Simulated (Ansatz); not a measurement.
Ge built on the diamond prototype, relaxed with r2SCAN in the PAW code Ansatz. Space group Fd-3m (No. 227), cubic; a = 5.674 Å in the conventional setting, 22.83 Å³ an atom. Ge has 4 Ge at 2.46 Å.

The axes x, y and z are those of this cell:
```xyz
2
Lattice="0.0000 2.8369 2.8369 2.8369 0.0000 2.8369 2.8369 2.8369 0.0000" Properties=species:S:1:pos:R:3 pbc="T T T"
Ge    0.0000    0.0000    0.0000
Ge    1.4184    1.4184    1.4184
```

Unstrained: The r2SCAN gap is direct at Γ: 0.362 eV. The HSE06 gap is indirect, 0.776 eV (Γ to L), below the direct gap of 0.779 eV at Γ. Least and direct gap differ so little that the kind isn't settled. A second conduction valley, at Γ, lies only 3 meV higher, so their order isn't settled. Meshes: r2SCAN 8×8×8, HSE06 6×6×6. Strains are changes of length per length, and xy shears are angles. After each strain the atoms were relaxed again with r2SCAN within the symmetry that the strain leaves, so tilts or polar shifts that break it weren't tested; points keep the names that they have in the unstrained zone. Calculated for a static, non-magnetic cell.

(1) One strain changed the r2SCAN stress by xx +3.62, yy +3.62, zz +3.62 GPa (compression positive) and the gap by +0.231 eV (r2SCAN), +0.168 eV (HSE06). Which kind of strain was it, and roughly how large?

(2) Estimate what xy shear, engineering strain (angle) +1.5 % does to the gap.

(3) Estimate what uniaxial +1.5 % along [111], other directions held does to the gap.

(4) One strain changed the r2SCAN stress by xx +6.59, yy +6.59, zz +0.01 GPa (compression positive) and the gap by -0.061 eV (r2SCAN), -0.120 eV (HSE06). Which kind of strain was it, and roughly how large?

(5) One strain changed the r2SCAN stress by xx -1.96, yy -1.96, zz -1.96 GPa (compression positive) and the gap by -0.287 eV (r2SCAN), -0.305 eV (HSE06). Which kind of strain was it, and roughly how large?

Results:

(1) Isotropic -1.5 % on every length. The pattern of the stress gives the kind; the size needs the stiffness, so it is an estimate.

(2) r2SCAN: the gap goes from 0.362 to 0.287 eV (-0.075 eV); with r2SCAN the top three valence levels at Γ, degenerate before, become 1+1+1 from the top over 127 meV. HSE06: the gap goes from 0.776 to 0.629 eV (-0.147 eV). The r2SCAN energy rises by 1.1 meV an atom.

(3) r2SCAN: the gap goes from 0.362 to 0.163 eV (-0.199 eV); with r2SCAN the top three valence levels at Γ, degenerate before, become 2+1 from the top over 124 meV. HSE06: the gap goes from 0.776 to 0.570 eV (-0.206 eV); the edges move from Γ → L to Γ; least and direct gap lie within 0.04 eV, so its kind isn't settled. The r2SCAN energy rises by 2.5 meV an atom.

(4) Epitaxial -4.0 % in the xy plane, free normal strain +2.74 %. The pattern of the stress gives the kind; the size needs the stiffness, so it is an estimate.

(5) Isotropic +1.0 % on every length. The pattern of the stress gives the kind; the size needs the stiffness, so it is an estimate.

The runs are scalar-relativistic, without spin-orbit coupling.

Gaps or overlaps of about a tenth of an eV are at the limit of these meshes: between the points read a gap can be smaller or closed.

The meshes of the hybrids are coarse, so their gaps aren't converged to the digits shown.

The splittings at Γ are without spin-orbit coupling, which regroups them where it is of like size or larger.
